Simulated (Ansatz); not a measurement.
Starting cell, TiSi₂ (C49 type, space group Cmcm):

```yaml
crystal:
  lattice:
    - [1.77297, -6.78252, 0.00000]
    - [1.77297, 6.78252, 0.00000]
    - [0.00000, 0.00000, 3.57969]
  atoms:
    - { symbol: Si, position: [0.94084, 0.05916, 0.75000] }
    - { symbol: Si, position: [0.05916, 0.94084, 0.25000] }
    - { symbol: Si, position: [0.25028, 0.74972, 0.75000] }
    - { symbol: Si, position: [0.74972, 0.25028, 0.25000] }
    - { symbol: Ti, position: [0.60320, 0.39680, 0.75000] }
    - { symbol: Ti, position: [0.39680, 0.60320, 0.25000] }
```

In this cell atom 2 (Si, nearest neighbour Si at 2.404 Å; its periodic images, 3.5 Å or more away, move with it) is moved by s along Cartesian x, unit vector (1.000, 0.000, 0.000); all other atoms and the cell stay fixed.

All values below come from PBE (plane waves to 420 eV, PAW, scalar-relativistic; Ansatz, a quantum-chemistry and plane-wave program). k mesh 11×11×11 (Γ-centred), Fermi-Dirac smearing 0.05 eV. E stands for the smeared free energy. With partly filled bands, energies and forces of such displacements shift with the k mesh and the smearing. The PAW data are Ansatz's earlier set. This is one of several known forms of TiSi2; the measured ambient cells at hand have space group No. 70. TiSi2 is run without spin polarisation. TiSi2 was relaxed with its symmetry unable to fall. ΔE is measured from the undisplaced structure. The last digit holds for this mesh only.

```csv
s (Å),ΔE (meV/cell)
-0.240,256.4
-0.192,withheld
-0.144,92.3
-0.096,41.0
-0.048,10.3
0.000,0.0
0.048,10.3
0.096,41.0
0.144,92.3
0.192,withheld
0.240,256.4
```

Task: Fit an even polynomial form (powers 2, 4) to the given rows and predict ΔE at s = 0.192.

Result: Least squares on the 9 given rows: ΔE = (4451)·s² + (10.23)·s⁴, in meV/cell with s in Å; root-mean-square residual 0.02 meV/cell. At 0.192 the fit gives 164.1 meV/cell; the calculation gives 164.1 meV/cell, the same to the digits shown. The quadratic term alone would give 164.1 meV/cell.

(A displaced cell: forces are minus the slopes of the energy, force constants its curvatures, and phonons follow from these.)
